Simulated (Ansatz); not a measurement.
In the program Ansatz at the r²SCAN level (PAW), Nb2SiB2 in the hexagonal phase (P-6m2; Nb on 2h, Si on 1a, B on 1b, B on 1f) relaxes to a = 3.159 Å, c = 6.972 Å. Si has 6 nearest neighbours from 2.64 Å (trigonal prismatic). Its formation energy from the elements is -0.69 eV/atom, with no fitted shifts.

Electronic character: metallic (no gap). Gap from r²SCAN with spin–orbit coupling: none (metallic).

An equation-of-state fit gives a bulk modulus of 230 GPa. Bader charges are Nb +1.15, Si -0.80, B -0.75 to -0.74 e.

The start of the workflow was typed in or built on a structure type; neither database checked (COD, Materials Project) lists it. Whether it is the stable phase at ambient conditions was not checked. Symmetry was held in the r²SCAN relaxation; its stability against distortions is not shown here. The run is not spin-polarised. The references are the lowest solids computed at this level, not always the standard phases. Spin–orbit coupling is left out wherever it is not named.

Potentials: the earlier of the program's two PAW sets. The files were generated under PBE; for other functionals the program regenerates the frozen cores, and for LDA and PBEsol the local potential too.
